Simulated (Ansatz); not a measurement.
AlN with an Al vacancy: gradients before and after relaxing the atoms

Start: a supercell of AlN (wurtzite type, P6_3mc) built from a COD entry (the entry's cell lengths or inner coordinates differ somewhat from later room-temperature determinations), with all atoms left at the host's positions.

```
Al N
1.0
     9.33900    0.00000    0.00000
    -3.11300    5.39187    0.00000
     0.00000    0.00000    9.96200
Al N
23 24
Direct
  0.11111 0.33333 0.50000
  0.11111 0.83333 0.00000
  0.11111 0.83333 0.50000
  0.44444 0.33333 0.00000
  0.44444 0.33333 0.50000
  0.44444 0.83333 0.00000
  0.44444 0.83333 0.50000
  0.77778 0.33333 0.00000
  0.77778 0.33333 0.50000
  0.77778 0.83333 0.00000
  0.77778 0.83333 0.50000
  0.22222 0.16667 0.25000
  0.22222 0.16667 0.75000
  0.22222 0.66667 0.25000
  0.22222 0.66667 0.75000
  0.55556 0.16667 0.25000
  0.55556 0.16667 0.75000
  0.55556 0.66667 0.25000
  0.55556 0.66667 0.75000
  0.88889 0.16667 0.25000
  0.88889 0.16667 0.75000
  0.88889 0.66667 0.25000
  0.88889 0.66667 0.75000
  0.11111 0.33333 0.19000
  0.11111 0.33333 0.69000
  0.11111 0.83333 0.19000
  0.11111 0.83333 0.69000
  0.44444 0.33333 0.19000
  0.44444 0.33333 0.69000
  0.44444 0.83333 0.19000
  0.44444 0.83333 0.69000
  0.77778 0.33333 0.19000
  0.77778 0.33333 0.69000
  0.77778 0.83333 0.19000
  0.77778 0.83333 0.69000
  0.22222 0.16667 0.44000
  0.22222 0.16667 0.94000
  0.22222 0.66667 0.44000
  0.22222 0.66667 0.94000
  0.55556 0.16667 0.44000
  0.55556 0.16667 0.94000
  0.55556 0.66667 0.44000
  0.55556 0.66667 0.94000
  0.88889 0.16667 0.44000
  0.88889 0.16667 0.94000
  0.88889 0.66667 0.44000
  0.88889 0.66667 0.94000
```

Atoms are numbered from 1 in the order listed; like atoms form one site, named after its first atom.

Level of theory: DFT, PBE, plane waves and PAW, scalar-relativistic, 420 eV cutoff, Γ-centred 3×4×2 k-points, Fermi–Dirac smearing 0.01 eV, cell charge -3 (Ansatz 0.2.0).

The largest force at the start is 2.9 eV/Å. Relaxing the ions at fixed cell moves them by 0.321 Å at most (atom 24, N) and 0.071 Å rms.

```json
{"site": "Al1", "atom": "1", "moved (Å)": "0.128", "first shell before": "4 N at 1.89 Å", "first shell after": "4 N at 1.90–1.95 Å", "V_zz before (10²¹ V/m²)": "-0.54", "η before": "0.10"}
{"site": "Al3", "atom": "3", "moved (Å)": "0.018", "first shell before": "4 N at 1.89 Å", "first shell after": "4 N at 1.87–1.91 Å", "V_zz before (10²¹ V/m²)": "-0.21", "η before": "0.66"}
{"site": "Al12", "atom": "12", "moved (Å)": "0.048", "first shell before": "4 N at 1.89 Å", "first shell after": "4 N at 1.79–1.95 Å", "V_zz before (10²¹ V/m²)": "-1.38", "η before": "0.55"}
{"site": "Al14", "atom": "14", "moved (Å)": "0.053", "first shell before": "4 N at 1.89 Å", "first shell after": "4 N at 1.80–1.95 Å", "V_zz before (10²¹ V/m²)": "-1.38", "η before": "0.55"}
{"site": "Al15", "atom": "15", "moved (Å)": "0.070", "first shell before": "4 N at 1.89 Å", "first shell after": "4 N at 1.81–1.95 Å", "V_zz before (10²¹ V/m²)": "-1.32", "η before": "0.46"}
{"site": "Al19", "atom": "19", "moved (Å)": "0.029", "first shell before": "4 N at 1.89 Å", "first shell after": "4 N at 1.89–1.90 Å", "V_zz before (10²¹ V/m²)": "-0.15", "η before": "0.38"}
{"site": "Al21", "atom": "21", "moved (Å)": "0.049", "first shell before": "4 N at 1.89 Å", "first shell after": "4 N at 1.81–1.94 Å", "V_zz before (10²¹ V/m²)": "-1.25", "η before": "0.50"}
{"site": "Al22", "atom": "22", "moved (Å)": "0.034", "first shell before": "4 N at 1.89 Å", "first shell after": "4 N at 1.87–1.91 Å", "V_zz before (10²¹ V/m²)": "0.75", "η before": "0.60"}
{"site": "N24", "atom": "24", "moved (Å)": "0.321", "first shell before": "3 Al at 1.89 Å", "first shell after": "3 Al at 1.79–1.80 Å", "V_zz before (10²¹ V/m²)": "-1.07", "η before": "0.37"}
{"site": "N25", "atom": "25", "moved (Å)": "0.076", "first shell before": "4 Al at 1.89 Å", "first shell after": "4 Al at 1.91–1.95 Å", "V_zz before (10²¹ V/m²)": "-0.86", "η before": "0.25"}
{"site": "N26", "atom": "26", "moved (Å)": "0.002", "first shell before": "4 Al at 1.89 Å", "first shell after": "4 Al at 1.87–1.95 Å", "V_zz before (10²¹ V/m²)": "0.92", "η before": "0.77"}
{"site": "N28", "atom": "28", "moved (Å)": "0.013", "first shell before": "4 Al at 1.89 Å", "first shell after": "4 Al at 1.88–1.93 Å", "V_zz before (10²¹ V/m²)": "-0.48", "η before": "0.74"}
{"site": "N30", "atom": "30", "moved (Å)": "0.018", "first shell before": "4 Al at 1.89 Å", "first shell after": "4 Al at 1.88–1.94 Å", "V_zz before (10²¹ V/m²)": "-0.43", "η before": "0.84"}
{"site": "N32", "atom": "32", "moved (Å)": "0.013", "first shell before": "4 Al at 1.89 Å", "first shell after": "4 Al at 1.88–1.93 Å", "V_zz before (10²¹ V/m²)": "-0.42", "η before": "0.94"}
{"site": "N34", "atom": "34", "moved (Å)": "0.015", "first shell before": "4 Al at 1.89 Å", "first shell after": "4 Al at 1.88–1.93 Å", "V_zz before (10²¹ V/m²)": "-0.41", "η before": "0.88"}
{"site": "N45", "atom": "45", "moved (Å)": "0.186", "first shell before": "3 Al at 1.89 Å", "first shell after": "3 Al at 1.79–1.81 Å", "V_zz before (10²¹ V/m²)": "-1.76", "η before": "0.58"}
```

Problem. How do the gradients change?

Solution. 

| site | atom | V_zz after | η after | change of V_zz |
| --- | --- | --- | --- | --- |
| Al1 | 1 | 1.12 | 0.18 | +1.66 |
| Al3 | 3 | 0.64 | 0.28 | – |
| Al12 | 12 | -2.85 | 0.73 | -1.47 |
| Al14 | 14 | -2.88 | 0.74 | -1.50 |
| Al15 | 15 | -2.86 | 0.35 | -1.54 |
| Al19 | 19 | -0.27 | 0.85 | -0.12 |
| Al21 | 21 | -2.76 | 0.31 | -1.51 |
| Al22 | 22 | 1.07 | 0.65 | +0.32 |
| N24 | 24 | -1.82 | 0.08 | -0.75 |
| N25 | 25 | -0.16 | 0.90 | +0.70 |
| N26 | 26 | 0.32 | 0.37 | -0.60 |
| N28 | 28 | -0.33 | 0.35 | – |
| N30 | 30 | -0.21 | 0.70 | – |
| N32 | 32 | -0.29 | 0.54 | – |
| N34 | 34 | -0.17 | 0.95 | – |
| N45 | 45 | -2.06 | 0.43 | -0.30 |

The largest change of V_zz along a kept axis is on Al1, from -0.54 to 1.12. In per cent, |V_zz| changes by +44 to +120 on Al, -82 to +70 on N (all sites that start above 0.5, bar those whose gradient vanishes or changes sign or whose main axis turns by over 40°). Where |V_zz| stays above 0.1 and the axes keep their order, η moves most on N25, from 0.25 to 0.90. On N26, Al1, N27, N35, N33 (not all in the table) V_xx and V_yy change places (or their axes turn by over 50°), so the two values of η hide a larger change. V_zz changes sign on Al1 (same axis). On N28, N30, N32, N34, Al3, N42, N40 (not all in the table) the largest principal value lies along another axis in the second run, so the two V_zz can't be compared directly. The table leaves out 31 of the 47 sites, with |V_zz| up to 2.99; their tensors move by 1.54 at most along any direction. The statements above cover all sites. The host's own positions weren't relaxed first, so part of the change far from the defect can be the host's relaxation.

The defect repeats with the cell of 47 atoms, so it feels its images: sites between two images don't show the values beside a lone defect, and zeros or small values of η there can come from the images' arrangement. Al and N carry a gradient in the pure host already, so the values there aren't the defect's effect alone. A uniform background compensates the cell's charge.
Before: With a gap of 0.9 eV on this mesh, small gradients can still move by 0.1 × 10²¹ V/m² or more as the k-mesh gets denser. The neighbours have not yet relaxed around the defect (largest force 2.9 eV/Å), so a real crystal will differ.
